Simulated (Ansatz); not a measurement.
The start is a generated cell, Co placed in the beta-W structure type. Cell shape, volume and atoms are optimised at zero target pressure with PBE (plane waves to 420 eV, PAW, scalar-relativistic; Ansatz, a first-principles code). The first steps use a coarse 7×7×7 k-mesh.

Input geometry:
```yaml
crystal:
  lattice:
    - [4.49181, 0.00000, 0.00000]
    - [0.00000, 4.49181, 0.00000]
    - [0.00000, 0.00000, 4.49181]
  atoms:
    - { symbol: Co, position: [0.25000, 0.00000, 0.50000] }
    - { symbol: Co, position: [0.75000, 0.00000, 0.50000] }
    - { symbol: Co, position: [0.00000, 0.50000, 0.25000] }
    - { symbol: Co, position: [0.00000, 0.50000, 0.75000] }
    - { symbol: Co, position: [0.50000, 0.25000, 0.00000] }
    - { symbol: Co, position: [0.50000, 0.75000, 0.00000] }
    - { symbol: Co, position: [0.00000, 0.00000, 0.00000] }
    - { symbol: Co, position: [0.50000, 0.50000, 0.50000] }
```
Spin-polarised start, with parallel moments on Co.

Task: What pressure does the first self-consistent step give?

Result: -3.6 GPa (negative: the cell is under tension).

Task: By how much does the energy per atom fall from start to end?

Result: Under 0.01 eV/atom.

Task: How does the volume per atom move from start to end?

Result: -1.7 %, from 11.33 to 11.13 Å³/atom.

Task: Is the relaxed structure metallic? Give its gap.

Result: No gap (metallic).

Task: What magnetic moments remain?

Result: Net 1.70 μB/atom, ferromagnetic.

Task: What does it relax into? Give the structure.

Result: 
```cif
data_Co8
_chemical_formula_sum 'Co8'
_space_group_name_H-M_alt 'Pm-3n'
_space_group_IT_number 223
_space_group_name_Hall '-P 4n 2 3'
_cell_length_a 4.46547
_cell_length_b 4.46547
_cell_length_c 4.46547
_cell_angle_alpha 90.000
_cell_angle_beta 90.000
_cell_angle_gamma 90.000
loop_
_atom_site_label
_atom_site_type_symbol
_atom_site_symmetry_multiplicity
_atom_site_Wyckoff_symbol
_atom_site_fract_x
_atom_site_fract_y
_atom_site_fract_z
_atom_site_occupancy
Co1 Co 6 c 0.00000 0.50000 0.25000 1
Co2 Co 2 a 0.00000 0.00000 0.00000 1
```

The space group stays Pm-3n (No. 223) (the run could not lower it), with 8 atoms in the primitive magnetic cell. Final values are on a 11×11×11 k-mesh of the relaxed cell. Spin state reached: ferromagnetic (net 1.70 μB/atom), from parallel starting moments; other spin orders were not run from this start.

The run could not lose the symmetry of its start; a randomly shaken copy of 8 atoms returns to this structure.

All atoms sit on sites fixed by symmetry, so only the cell could relax.

The relaxed structure here is a generated cell of Co: the first start was made by placing the elements on the sites of a structure type, and the end was not matched to a known phase here, so it may be hypothetical. Known forms of Co include space group No. 194.
